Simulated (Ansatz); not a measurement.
**Profile along the Sc–Pt line in ScPt3 (Cu3Au type)**

ScPt$_{3}$ (Cu3Au type)

```cif
data_Pt3Sc
_chemical_formula_sum 'Sc1 Pt3'
_space_group_name_H-M_alt 'Pm-3m'
_space_group_IT_number 221
_space_group_name_Hall '-P 4 2 3'
_cell_length_a 3.97826
_cell_length_b 3.97826
_cell_length_c 3.97826
_cell_angle_alpha 90.000
_cell_angle_beta 90.000
_cell_angle_gamma 90.000
loop_
_atom_site_label
_atom_site_type_symbol
_atom_site_symmetry_multiplicity
_atom_site_Wyckoff_symbol
_atom_site_fract_x
_atom_site_fract_y
_atom_site_fract_z
_atom_site_occupancy
Sc1 Sc 1 a 0.00000 0.00000 0.00000 1
Pt1 Pt 3 c 0.00000 0.50000 0.50000 1
```

Fields along a shortest Sc–Pt line of a {110} plane (2.81 Å), from Sc to Pt, interpolated on the slice's grid (step about 0.2 Å). Level of theory: r2SCAN (plane waves to 500 eV, PAW, scalar-relativistic; Ansatz, a first-principles code). k mesh 12×12×12. Near the nuclei the fields are pseudised (PAW); where an atom keeps semicore shells as valence, they peak there. ScPt3 is run without spin polarisation. ScPt3 was relaxed with its symmetry unable to fall. Spin-orbit coupling is left out, though Pt is heavy.

```
distance from Sc (Å)  valence electron density (e/Å³)  electron localisation function
--------------------  -------------------------------  ------------------------------
0.00                                             7.28                               x
0.14                                             7.28                               x
0.28                                             6.87                               x
0.42                                             5.60                               x
0.56                                             3.69                            0.75
0.70                                             1.93                            0.71
0.84                                             0.85                            0.44
0.98                                             0.39                            0.17
1.12                                             0.24                            0.09
1.26                                             0.23                            0.14
1.41                                             0.27                            0.27
1.55                                             0.36                            0.34
1.69                                             0.55                            0.37
1.83                                             0.95                            0.42
1.97                                             1.84                            0.50
2.11                                             3.61                            0.59
2.25                                             6.02                            0.65
2.39                                             8.48                               x
2.53                                            10.42                               x
2.67                                            11.56                               x
2.81                                            11.92                               x
```

x: too close to a nucleus for the ELF to mean much.

Density on the Sc–Pt line (2.81 Å) at its density minimum, 1.2 Å from Sc: 0.23 e/Å³. ELF at that point: 0.09.
